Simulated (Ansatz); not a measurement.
**Relaxation path: zincblende GaAs (110), 3 layers**

DFT, LDA, PAW with Ansatz's default frozen-core files, scalar-relativistic (Ansatz 0.2.0); a Γ-centred 7×5×1 k mesh, Fermi–Dirac smearing of 0.02 eV, no spin polarisation. The run relaxes the atoms in the fixed cell.

Command: `ansatz run input.yaml --threads 2 --pin off --max-ram 4096MiB --backend cpu --events-out ev --progress --plain --runs-dir out` It took 64 s on 2 threads of Intel(R) Xeon(R) Platinum 8488C (Sapphire Rapids), on a shared host, peak memory 0.74 GiB.

```yaml
crystal:
  lattice:
    - [3.9619516307, 0.0, 0.0]
    - [0.0, 5.6030457296, 0.0]
    - [0.0, 0.0, 19.962]
  atoms:
    - { symbol: Ga, position: [0.25, 0.125, 0.4007626583] }
    - { symbol: As, position: [0.75, 0.875, 0.4007626583] }
    - { symbol: Ga, position: [0.75, 0.625, 0.5] }
    - { symbol: As, position: [0.25, 0.375, 0.5] }
    - { symbol: Ga, position: [0.25, 0.125, 0.5992373417] }
    - { symbol: As, position: [0.75, 0.875, 0.5992373417] }
kpoints:
  mp_grid: { grid: [7, 5, 1] }
scf:
  occupations: { method: fermi_dirac, width: 0.02 }
hamiltonian:
  xc: lda
  pseudopotentials: { kind: paw }
output:
  forces: true
  stress: true
  eigenvalues: true
relax:
  f_tol: 0.01
  max_steps: 40
efield:
  axis: 3
  amplitude: 0
  dipole_correction: true
```

Each step lists its free energy a cell above the last geometry, and Cartesian positions (Å) with forces (eV/Å).

The first step:

```
step 1  dF = 1281.17 meV
  Ga 0.9905 0.7004 8.0000   0.0000 -1.0571 0.7467
  As 2.9715 4.9027 8.0000   0.0000 0.4043 -1.1596
  Ga 2.9715 3.5019 9.9810   0.0000 0.5138 0.0000
  As 0.9905 2.1011 9.9810   0.0000 0.7918 0.0000
  Ga 0.9905 0.7004 11.9620   0.0000 -1.0571 -0.7467
  As 2.9715 4.9027 11.9620   0.0000 0.4043 1.1596
```

The PAW files were made under PBE.

Question: Where does the relaxation end, and by which steps?

Answer: After 7 geometries, with a shortest distance of 2.405 Å. The further steps:
```
step 2  dF = 284.93 meV
  Ga 0.9905 0.5809 8.1555   0.0000 -0.4140 0.8183
  As 2.9715 4.8628 7.8171   0.0000 0.1247 -0.5591
  Ga 2.9715 3.6713 9.9810   0.0000 0.5297 -0.0001
  As 0.9905 2.2504 9.9810   0.0000 0.0501 0.0001
  Ga 0.9905 0.5809 11.8065   0.0000 -0.4139 -0.8184
  As 2.9715 4.8628 12.1449   0.0000 0.1247 0.5592
step 3  dF = 16.26 meV
  Ga 0.9905 0.4938 8.3280   0.0000 0.0727 0.1889
  As 2.9715 4.8583 7.7326   0.0000 0.0644 0.1478
  Ga 2.9715 3.7797 9.9810   0.0000 0.0460 0.0004
  As 0.9905 2.3254 9.9810   0.0000 -0.3192 -0.0007
  Ga 0.9905 0.4938 11.6340   0.0000 0.0719 -0.1887
  As 2.9715 4.8583 12.2294   0.0000 0.0642 -0.1486
step 4  dF = 0.80 meV
  Ga 0.9905 0.4881 8.3717   0.0000 0.0474 0.0266
  As 2.9715 4.8709 7.7614   0.0000 0.0072 0.0232
  Ga 2.9715 3.7705 9.9810   0.0000 0.0211 -0.0001
  As 0.9905 2.3208 9.9810   0.0000 -0.1300 -0.0001
  Ga 0.9905 0.4880 11.5903   0.0000 0.0474 -0.0266
  As 2.9715 4.8708 12.2006   0.0000 0.0072 -0.0233
step 5  dF = 0.28 meV
  Ga 0.9905 0.4925 8.3709   0.0000 -0.0223 -0.0004
  As 2.9715 4.8738 7.7659   0.0000 -0.0069 -0.0099
  Ga 2.9715 3.7692 9.9811   0.0000 -0.0202 -0.0006
  As 0.9905 2.3071 9.9808   0.0000 0.0783 0.0010
  Ga 0.9905 0.4926 11.5911   0.0000 -0.0217 -0.0005
  As 2.9715 4.8740 12.1961   0.0000 -0.0073 0.0106
step 6  dF = 0.03 meV
  Ga 0.9905 0.4914 8.3748   0.0000 -0.0068 -0.0051
  As 2.9715 4.8731 7.7659   0.0000 0.0047 0.0014
  Ga 2.9715 3.7673 9.9807   0.0000 0.0173 0.0009
  As 0.9905 2.3141 9.9814   0.0000 -0.0141 -0.0015
  Ga 0.9905 0.4909 11.5872   0.0000 -0.0073 0.0067
  As 2.9715 4.8724 12.1960   0.0000 0.0062 -0.0027
step 7  dF = 0.00 meV
  Ga 0.9905 0.4907 8.3737   0.0000 0.0006 0.0000
  As 2.9715 4.8730 7.7653   0.0000 -0.0006 0.0003
  Ga 2.9715 3.7689 9.9809   0.0000 0.0005 0.0002
  As 0.9905 2.3128 9.9811   0.0000 -0.0002 0.0000
  Ga 0.9905 0.4907 11.5885   0.0000 0.0008 -0.0006
  As 2.9715 4.8730 12.1966   0.0000 -0.0011 0.0001
```
